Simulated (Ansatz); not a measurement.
GeSe (zinc blende, F-43m) at seven volumes, plane-wave PAW PBE (Ansatz code), scaled uniformly. One row is withheld.

| V (Å³/atom) | P (GPa) |
|---|---|
| 29.129 | ? |
| 30.089 | 2.39 |
| 31.049 | 1.13 |
| 32.010 | 0.00 |
| 32.970 | -1.00 |
| 33.930 | -1.88 |
| 34.891 | -2.65 |

**Question.** Fit the shown pressures and predict the withheld one.

**Answer.** P = (3/2)B₀(x^(7/2) − x^(5/2))[1 + (3/4)(B′ − 4)(x − 1)] with x = (V₀/V)^(2/3). Least squares on the six rows gives V₀ = 32.009 Å³/atom, B₀ = 35.2 GPa, B′ = 3.08. At V = 29.129, x = 1.0649 and P = 3.83 GPa. The run itself gave 3.78 GPa.

A made-up cell: these elements were put on the sites of a structure type; neither database checked (COD, Materials Project) lists it. It is not the phase usual at ambient conditions (space group No. 62). Symmetry was held in the PBE relaxation; whether a distortion lowers the energy is not shown.

Potentials: the later of the program's two PAW sets.
